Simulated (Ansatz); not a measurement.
## CsBAuSe₃: input and output

input.yaml (Ansatz 0.2.0)

```yaml
crystal:
  lattice:
    - [4.022097, 0.0, 0.0]
    - [2.011048, -7.660259, 0.0]
    - [0.0, 0.0, -10.402734]
  atoms:
    - { symbol: Cs, position: [0.74208, 0.51584, 0.75] }
    - { symbol: Cs, position: [0.25792, 0.48416, 0.25] }
    - { symbol: B, position: [0.0, 0.0, 0.0] }
    - { symbol: B, position: [0.0, 0.0, 0.5] }
    - { symbol: Au, position: [0.46548, 0.06904, 0.75] }
    - { symbol: Au, position: [0.53452, 0.93096, 0.25] }
    - { symbol: Se, position: [0.38121, 0.23758, 0.94283] }
    - { symbol: Se, position: [0.61879, 0.76242, 0.44283] }
    - { symbol: Se, position: [0.61879, 0.76242, 0.05717] }
    - { symbol: Se, position: [0.38121, 0.23758, 0.55717] }
    - { symbol: Se, position: [0.05695, 0.8861, 0.75] }
    - { symbol: Se, position: [0.94305, 0.1139, 0.25] }
  symmetry: { tolerance: 0.0003 }
kpoints:
  mp_grid: { grid: [8, 8, 3], shift: [0, 0, 0] }
  band_path:
    path:
      - [0.0, 0.0, 0.0]
      - [0.0, -0.5, 0.0]
      - [0.46553898, -0.26723051, 0.0]
      - [0.53446102, 0.26723051, 0.0]
      - [0.0, 0.0, 0.0]
      - [0.0, 0.0, -0.5]
      - [0.53446102, 0.26723051, -0.5]
      - [0.46553898, -0.26723051, -0.5]
      - [0.0, -0.5, -0.5]
      - [0.0, -0.5, 0.0]
      - [0.0, 0.0, 0.0]
    npoints: 6
magnetization:
  spin_polarized: false
scf:
  occupations: { method: fermi_dirac }
  lower_state_search: "off"
  max_iter: 200
hamiltonian:
  pseudopotentials: { kind: paw }
  xc: r2scan
basis:
  ecutwfc: 500
  fft_grid_basis: typed
output:
  forces: true
  stress: true
  eigenvalues: true
  bader: true
  populations: true
  elf: true
  write_potential: true
  volumetric_format: npy
  dos:
    e_range: [-12, 8]
    de: 0.05
    projected: { site_lists: { Au: [Au], B: [B], Cs: [Cs], Se: [Se] } }
checkpoint:
  read: saved_state
```

The saved state is an earlier solution for the same cell, perhaps on another mesh. 

Parts of the output:

```
Pseudopotentials: kind: paw
Pseudopotential: Cs, paw, valence charge 9, recommended cutoff 500 eV (meta_gga), Cs.paw.azcp
Pseudopotential: B, paw, valence charge 3, recommended cutoff 500 eV (meta_gga), B.paw.azcp
Pseudopotential: Au, paw, valence charge 19, recommended cutoff 500 eV (meta_gga), Au.paw.azcp
Pseudopotential: Se, paw, valence charge 16, recommended cutoff 500 eV (meta_gga), Se.paw.azcp
Functional definition: r2SCAN
  exchange = r2scan_x(k0 = k0, k1 = k1, a1 = a1)
  correlation = r2scan_c
Crystal: 12 atoms, lattice volume = 320.511 Å³
Basis set: ecut = 500 eV, 8141 PW (Γ), exchange–correlation on 120×240×320 points (64 copies of the dense FFT grid, shifted against one another)
Bands: 95, of which v1, the nominal top of the filled ones, is band 79 counted from 1 (78 counted from 0)
Symmetry: 8 space group operations
Space group: Cmcm (ITA 63), of the structure as read, at distance tolerance 2.1e-3 Å
k-points: 42 of 192
Initial density: read from a saved state, or passed on in memory by an earlier SCF of this step, an earlier step, the calling program or the single point that the run made first
Functional: x = r2scan, c = r2scan; τ floored in thin density (d = 2e-4 eV/Å³)
SCF iter   1: F=-70875.4830 eV  Δρ=1.13e-3  dr2=2.46e-3  dr2_τ=6.22e-4
SCF iter   2: F=-70875.4842 eV  Δρ=2.77e-4  dr2=3.24e-4  dr2_τ=3.60e-5
SCF iter   3: F=-70875.4844 eV  Δρ=1.29e-4  dr2=9.12e-5  dr2_τ=4.57e-6
SCF iter   4: F=-70875.4842 eV  Δρ=6.42e-5  dr2=2.06e-5  dr2_τ=1.10e-6
SCF iter   5: F=-70875.4842 eV  Δρ=1.88e-5  dr2=3.17e-6  dr2_τ=7.02e-8
SCF iter   6: F=-70875.4842 eV  Δρ=9.61e-6  dr2=5.13e-7  dr2_τ=3.11e-9
SCF iter   7: F=-70875.4842 eV  Δρ=3.86e-6  dr2=1.02e-7  dr2_τ=2.98e-9
SCF iter   8: F=-70875.4842 eV  Δρ=9.86e-7  dr2=5.85e-9  dr2_τ=1.13e-10
Free energy (F): -70875.4842 eV
Harris-Foulkes:  -70875.4842 eV  (|F-HF|=4.80e-9)
Internal energy: -70875.1393 eV  (E = F + TS)
E sigma→0 (E₀):  -70875.3118 eV
Entropy (-TS):   -0.3449 eV (-28.740 meV/atom)
Fermi energy:    7.3309 eV
--- Forces (eV/Å), atoms counted from 1 ---
  atom   1  Cs     0.0000     0.0828     0.0000
  atom   2  Cs     0.0000    -0.0828     0.0000
  atom   3  B      0.0000     0.0000     0.0000
  atom   4  B      0.0000     0.0000     0.0000
  atom   5  Au     0.0000     0.2355     0.0000
  atom   6  Au     0.0000    -0.2355     0.0000
  atom   7  Se     0.0000     0.4952    -1.6296
  atom   8  Se     0.0000    -0.4952    -1.6296
  atom   9  Se     0.0000    -0.4952     1.6296
  atom  10  Se     0.0000     0.4952     1.6296
  atom  11  Se     0.0000     0.0904     0.0000
  atom  12  Se     0.0000    -0.0904     0.0000
--- Stress (GPa, compression-positive) ---
       -0.5629       0.0000       0.0000
        0.0000       0.9070       0.0000
        0.0000       0.0000       3.8698
  P = ⅓ Tr σ = 1.4046 GPa (14.046 kbar)
--- Löwdin populations: 12 sites ---
  site symbol       q [e]
     0     Cs      8.2462
     1     Cs      8.2462
     2      B      3.1601
     3      B      3.1601
     4     Au     18.2292
     5     Au     18.2292
     6     Se     16.3637
     7     Se     16.3637
     8     Se     16.3637
     9     Se     16.3637
    10     Se     16.2860
    11     Se     16.2860
  spilling = 0.0044 (of n_electrons = 158.0000)
```

Origin: a known structure type with other elements, at an estimated volume, so it need not be a known compound. Caveats: many states at the Fermi level without spin polarisation, so a magnetic state may lie lower; atoms or cell far from equilibrium.
